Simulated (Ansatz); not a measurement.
Given:

Starting cell, C (graphite type, space group P6_3/mmc):

```xyz
4
Lattice="2.4650 0.0000 0.0000 -1.2325 2.1347 0.0000 0.0000 0.0000 6.7289" Properties=species:S:1:pos:R:3 pbc="T T T"
C      0.0000     0.0000     1.6822
C      0.0000     0.0000     5.0466
C      0.0000     1.4232     1.6822
C      1.2325     0.7116     5.0466
```

In this cell atom 1 (C, nearest neighbour C at 1.423 Å; its periodic images, 2.5 Å or more away, move with it) is moved by s along Cartesian z, unit vector (0.000, 0.000, 1.000); all other atoms and the cell stay fixed.

Calculation: PBE-D3(BJ) (plane waves to 420 eV, PAW, scalar-relativistic; Ansatz, an electronic-structure program). k mesh 12×12×4 (Γ-centred), Fermi-Dirac smearing 0.05 eV. E stands for the smeared free energy. With partly filled bands, energies and forces of such displacements shift with the k mesh and the smearing. C was relaxed with its symmetry unable to fall. The PAW data are Ansatz's earlier set. ΔE is measured from the undisplaced structure.

The scan covers s from -0.430 to 0.430 Å in 11 points.

Q: Is this a single well or a double well?

A: A single well with its minimum at or next to zero displacement.

Q: Is the energy the same for equal positive and negative displacements?

A: Even: the same for both signs. With its periodic images moving along, the atom's site symmetry in this cell is -6m2.

Q: What is the force constant k = d²E/ds² of this move at s = 0?

A: 16.7 eV/Å².

(For displaced atoms, the force is minus the slope of the energy, and its curvature is a force constant, which sets phonon frequencies.)
